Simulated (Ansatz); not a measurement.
Ti3Sn:
```xyz
8
Lattice="5.8391 0.0000 0.0000 -2.9195 5.0568 0.0000 0.0000 0.0000 4.7018" Properties=species:S:1:pos:R:3 pbc="T T T"
Ti     0.0000     1.6590     3.5264
Ti     2.9195     3.3978     1.1755
Ti     4.4023     0.8295     1.1755
Ti    -1.4828     4.2273     3.5264
Ti     1.4828     4.2273     3.5264
Ti     1.4367     0.8295     1.1755
Sn     2.9195     1.6856     3.5264
Sn     0.0000     3.3712     1.1755
```

Relaxed with PBEsol. Special points in fractions of this cell's reciprocal vectors: Γ (0.000, 0.000, 0.000); M (0.500, 0.000, 0.000); K (0.333, 0.333, 0.000); A (0.000, 0.000, 0.500); L (0.500, 0.000, 0.500); H (0.333, 0.333, 0.500).

Question: List the band energies nearest the Fermi level at these points for PBEsol in the plane-wave PAW code Ansatz.

Answer: In eV from the Fermi level; about four levels below and three above (degenerate sets whole), none deeper than 8.9 eV; points with the same levels are listed once.

```tsv
k	below	above
Γ	-1.02 -1.02 -0.95 -0.50	0.39 0.45 0.45
M	-0.85 -0.69 -0.64 -0.55	0.31 0.33 0.34
K	-0.81 -0.81 -0.78 -0.23 -0.23	0.03 0.31 0.31
A	-0.17 -0.17 -0.17 -0.17	1.53 1.53 1.53 1.53
L	-0.59 -0.59 -0.29 -0.29	0.05 0.05 0.36 0.36
H	-0.60 -0.60 -0.34 -0.34	0.33 0.33 0.54 0.54
```

Space group P6_3/mmc. The workflow started from a Materials Project entry (that database holds measured and hypothetical structures alike); the Crystallography Open Database copy checked does not list it. Its standing as an ambient phase is unchecked. The cell was relaxed with PBEsol under the symmetry of its start. At this level the phase is mechanically unstable. The run is not spin-polarised. Spin–orbit coupling is left out wherever it is not named.

Potentials: the later of the program's two PAW sets.
